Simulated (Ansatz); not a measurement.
## Sensitivity of the gradients in SiC to the input

Cell: an entry of the Crystallography Open Database (COD; perhaps a calculated or model structure).

```cif
data_SiC
_symmetry_space_group_name_H-M 'P6_3mc'
_symmetry_Int_Tables_number 186
_cell_length_a 3.0810
_cell_length_b 3.0810
_cell_length_c 15.1248
_cell_angle_alpha 90.000
_cell_angle_beta 90.000
_cell_angle_gamma 120.000
loop_
_atom_site_label
_atom_site_type_symbol
_atom_site_symmetry_multiplicity
_atom_site_Wyckoff_symbol
_atom_site_fract_x
_atom_site_fract_y
_atom_site_fract_z
Si1 Si 2 a 0.0000 0.0000 0.0000
Si3 Si 2 b 0.3333 0.6667 0.1664
Si5 Si 2 b 0.6667 0.3333 0.3329
C7 C 2 b 0.3333 0.6667 0.0412
C9 C 2 b 0.6667 0.3333 0.2080
C11 C 2 a 0.0000 0.0000 0.3746
```

One atom of each set is listed.

Reference run. The numbers come from a DFT calculation in Ansatz (PBE, plane waves and PAW, scalar-relativistic, 420 eV cutoff, Γ-centred 10×10×2 k-points, Fermi–Dirac smearing 0.02 eV).

(1) The input is changed as follows: `total_charge`: not typed → -1; `scf.initial_density.chi_scale`: not typed → 0.0; `crystal.symmetry`: not typed → {detect: false}. What happens to V_zz (10²¹ V/m²) and η?

Results:

(1) 

```csv
site,V_zz reference,η reference,V_zz changed,η changed
Si1,0.008,0.00,0.27,0.00
Si3,0.24,0.00,0.19,0.00
Si5,0.24,0.00,-0.085,0.00
C7,0.059,0.00,0.053,0.00
C9,0.018,0.00,0.092,0.00
C11,0.21,0.00,<0.005,–
```

The largest change of V_zz is on Si5, from 0.24 to -0.085. V_zz changes sign on Si5 (same axis). The changed cell holds a charge of -1 on a uniform background, so it isn't the neutral crystal. It has an odd number of electrons and no spin polarisation, so the extra carrier is shared by both spins and spread out, where a real one carries spin and can localise. At these positions the changed run has forces up to 0.4 eV/Å, so its atoms aren't at their own equilibrium. The gap no longer holds the Fermi energy in the changed run, so its gradients also hang on the k-mesh and the smearing. SCF iterations: 6 and 9.

On the reference run: The values hang on the deposited positions: relaxing the atoms moves V_zz on Si1 from 0.008 to -0.056.
